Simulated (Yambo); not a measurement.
BSE-type run in Yambo on YOF (space group R-3m, No. 166), at zero momentum.

Quantum ESPRESSO step (PBEsol, PseudoDojo standard norm-conserving files, scalar-relativistic):
```
&CONTROL
  calculation = 'nscf'
  pseudo_dir = './pseudo'
  outdir = './out'
/
&SYSTEM
  ibrav = 0
  nat = 6
  ntyp = 3
  ecutwfc = 84.0
  ecutrho = 336.0
  occupations = 'fixed'
  force_symmorphic = .true.
  nbnd = 57
/
&ELECTRONS
  conv_thr = 6.000000000000001e-09
  diago_full_acc = .true.
  diago_thr_init = 1e-08
/
ATOMIC_SPECIES
O 15.9990 O.upf
F 18.9984 F.upf
Y 88.9058 Y.upf
CELL_PARAMETERS angstrom
  1.897854938000   1.095727059000   6.296630000000
 -1.897854938000   1.095727059000   6.296630000000
  0.000000000000  -2.191454119000   6.296630000000
ATOMIC_POSITIONS crystal
O   0.621167000000   0.621167000000   0.621167000000
O   0.378833000000   0.378833000000   0.378833000000
F   0.130523000000   0.130523000000   0.130523000000
F   0.869477000000   0.869477000000   0.869477000000
Y   0.741570000000   0.741570000000   0.741570000000
Y   0.258430000000   0.258430000000   0.258430000000
K_POINTS automatic
6 6 6 0 0 0
```

Yambo input:
```
rim_cut
optics
bse
bss
dipoles
em1s
RandQpts= 1000000
RandGvec= 1 Ry
FFTGvecs= 40 Ry
Chimod= "HARTREE"
BSKmod= "SEX"
BSEmod= "resonant"
BSSmod= "hs"
BSENGexx= 15 Ry
BSENGBlk= 3 Ry
% KfnQP_E
 2.216 | 1.0 | 1.0 |
%
% BSEQptR
 1 | 1 |
%
% BSEBands
 20 | 25 |
%
% BEnRange
 0.0 | 12.1 | eV
%
% BDmRange
 0.15 | 0.15 | eV
%
BEnSteps= 242
% BLongDir
 0.0 | 0.0 | 1.0 |
%
BSHayTrs= -0.02
BSSNEig= 24
WRbsWF
% BndsRnXs
 1 | 53 |
%
NGsBlkXs= 3 Ry
% LongDrXs
 1.0 | 1.0 | 1.0 |
%
```

From the report:

The dimension is k points × valence × conduction bands = 216 × 5 × 1 = 1080.
```
  [SLEPC] Approach                          : Krylov-Schur
  [SLEPC] Number of requested eigenvalues   :  24
  [SLEPC] Number of eigenvalues        [NEV]:  24
   [K] Dimension                                    :  1080
   [K] Bands                                        :  20  25
   [K] Exchange res                                 : yes
   [K] Correlation res                              : yes
   [K] W interaction is bare                        : no
   [K] RL vectors exchange                          :   537
   [K] RL vectors correlation                       :   43
   [W] Matrix size                                  :   43
   [W] Bands                                        :    1   53
   [W] Coulomb Cutoff                               : none
   [W] Hxc Kernel                                   : HARTREE
```

Geometry of the Materials Project entry, not relaxed at this level.
